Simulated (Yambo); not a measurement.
Yambo run on BeS (zinc blende, space group F-43m, No. 216). The wavefunctions are LDA (pw.x of Quantum ESPRESSO, ONCV potentials, without SOC) ones on a 6×6×6 mesh (5 occupied bands); a = b = c = 3.391 Å, α = β = γ = 60.00°.

Yambo input:

```
rim_cut
gw0
dyson
el_el_corr
HF_and_locXC
ppa
em1d
RandQpts= 1000000
RandGvec= 1 Ry
EXXRLvcs= 88 Ry
VXCRLvcs= 352 Ry
Chimod= "HARTREE"
% BndsRnXp
 2 | 62 |
%
NGsBlkXp= 10 Ry
% LongDrXp
 1.0 | 1.0 | 1.0 |
%
PPAPntXp= 27.2114 eV
% GbndRnge
 1 | 62 |
%
GTermKind= "none"
DysSolver= "n"
ExtendOut
% QPkrange
 1 | 1 | 5 | 6 |
 13 | 13 | 6 | 6 |
%
```

k points by index: 1 = Γ, 13 = X.

The o-*.qp file then holds:

```
#    K-point    Band    Eo [eV]    E [eV]    E-Eo [eV]    Vxc [eV]    Vnlxc [eV]    Sc|Eo [eV]    Sc|E [eV]    dSc/dw|Eo [eV]    Re(Z)    Im(Z)
#
    1    5    0.000000    -1.059582    -1.059582    -13.69400    -16.60203    1.578823    1.848439    -6.923558    0.797169    -0.001212
    1    6    5.511716    6.515746    1.004030    -11.42409    -6.030355    -4.161039    -4.389704    -6.196760    0.814512    -0.970251E-3
    13    6    2.831053    3.444969    0.613916    -9.795140    -5.355339    -3.697457    -3.825885    -5.691569    0.827018    -0.001112
```
(The two width columns are left out.) Convergence of these settings isn't established.

Geometry relaxed with LDA.
